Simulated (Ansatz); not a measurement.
Starting cell, Ga2O3 (corundum):

```yaml
crystal:
  lattice:
    - [2.52884, 1.46003, 4.54105]
    - [-2.52884, 1.46003, 4.54105]
    - [0.00000, -2.92005, 4.54105]
  atoms:
    - { symbol: Ga, position: [0.35584, 0.35584, 0.35584] }
    - { symbol: Ga, position: [0.14416, 0.14416, 0.14416] }
    - { symbol: Ga, position: [0.64416, 0.64416, 0.64416] }
    - { symbol: Ga, position: [0.85584, 0.85584, 0.85584] }
    - { symbol: O, position: [0.55313, 0.94687, 0.25000] }
    - { symbol: O, position: [0.25000, 0.55313, 0.94687] }
    - { symbol: O, position: [0.94687, 0.25000, 0.55313] }
    - { symbol: O, position: [0.44687, 0.05313, 0.75000] }
    - { symbol: O, position: [0.75000, 0.44687, 0.05313] }
    - { symbol: O, position: [0.05313, 0.75000, 0.44687] }
```

A phonon eigenvector at Γ is frozen into this cell: atom i moves by Q times the vector below, so Q is the largest atomic displacement, in Å. The cell is held. It is one choice among 2 degenerate patterns.

| atom | x | y | z |
|---|---|---|---|
| Ga1 | -0.605 | -0.796 | 0.000 |
| Ga2 | -0.605 | 0.796 | 0.000 |
| Ga3 | 0.605 | 0.796 | 0.000 |
| Ga4 | 0.605 | -0.796 | 0.000 |
| O5 | 0.151 | 0.000 | 0.000 |
| O6 | 0.366 | 0.124 | 0.101 |
| O7 | 0.366 | -0.124 | -0.101 |
| O8 | -0.151 | 0.000 | 0.000 |
| O9 | -0.366 | -0.124 | -0.101 |
| O10 | -0.366 | 0.124 | 0.101 |

Calculation: PBE (plane waves to 420 eV, PAW, scalar-relativistic; Ansatz, a program for electronic structure). k mesh 8×8×8 (Γ-centred), Fermi-Dirac smearing 0.05 eV. The energy includes the smearing's −TS. Ga2O3 was relaxed with its symmetry unable to fall. ΔE is measured from the undisplaced structure.

```json
[
 {"Q (Å)": "-0.1000", "ΔE (meV/cell)": "256.9"},
 {"Q (Å)": "-0.0833", "ΔE (meV/cell)": "178.5"},
 {"Q (Å)": "-0.0667", "ΔE (meV/cell)": "114.3"},
 {"Q (Å)": "-0.0500", "ΔE (meV/cell)": "64.3"},
 {"Q (Å)": "-0.0333", "ΔE (meV/cell)": "28.6"},
 {"Q (Å)": "-0.0167", "ΔE (meV/cell)": "7.2"},
 {"Q (Å)": "0.0000", "ΔE (meV/cell)": "0.0"},
 {"Q (Å)": "0.0167", "ΔE (meV/cell)": "7.2"},
 {"Q (Å)": "0.0333", "ΔE (meV/cell)": "28.8"},
 {"Q (Å)": "0.0500", "ΔE (meV/cell)": "64.9"},
 {"Q (Å)": "0.0667", "ΔE (meV/cell)": "115.7"},
 {"Q (Å)": "0.0833", "ΔE (meV/cell)": "181.2"},
 {"Q (Å)": "0.1000", "ΔE (meV/cell)": "withheld"}
]
```

Problem. Fit a polynomial form (powers 2, 3, 4) to the given rows and predict ΔE at Q = 0.1000.

Solution. Least squares on the 12 given rows: ΔE = (25820)·Q² + (2422)·Q³ + (12000)·Q⁴, in meV/cell with Q in Å; root-mean-square residual 0.07 meV/cell. At 0.1000 the fit gives 261.8 meV/cell; the calculation gives 261.7 meV/cell, so the extrapolation is off by 0.1 (+0.0 %). The quadratic term alone would give 258.2 meV/cell.

(A displaced cell: forces are minus the slopes of the energy, force constants its curvatures, and phonons follow from these.)
